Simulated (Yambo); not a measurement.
CsCaH₃ (cubic perovskite, space group Pm-3m, No. 221), G0W0@PBEsol in Yambo with this input:

```
rim_cut
gw0
dyson
el_el_corr
HF_and_locXC
ppa
em1d
RandQpts= 1000000
RandGvec= 1 Ry
EXXRLvcs= 72 Ry
VXCRLvcs= 288 Ry
Chimod= "HARTREE"
% BndsRnXp
 1 | 272 |
%
NGsBlkXp= 7 Ry
% LongDrXp
 1.0 | 1.0 | 1.0 |
%
PPAPntXp= 27.2114 eV
% GbndRnge
 1 | 272 |
%
GTermKind= "BG"
DysSolver= "n"
ExtendOut
```

On a 2×2×2 mesh, with wavefunctions cut at 72 Ry, the gap (M → M) is 5.173 eV and the valence edge shifts by -1.433 eV.

What happens with this change: 3 Ry block?

The gap falls by 0.192 eV, to 4.981 eV; the shift of the valence edge becomes -1.252 eV. Neither run is shown to be the converged limit.

Geometry of the Materials Project entry, not relaxed at this level; primitive cell a = b = c = 4.621 Å, α = β = γ = 90.00°.

The structure is a Materials Project entry; no match was found in the copy of COD used, and its stability was not checked.

A shift is the quasiparticle energy of the state minus its PBEsol energy.
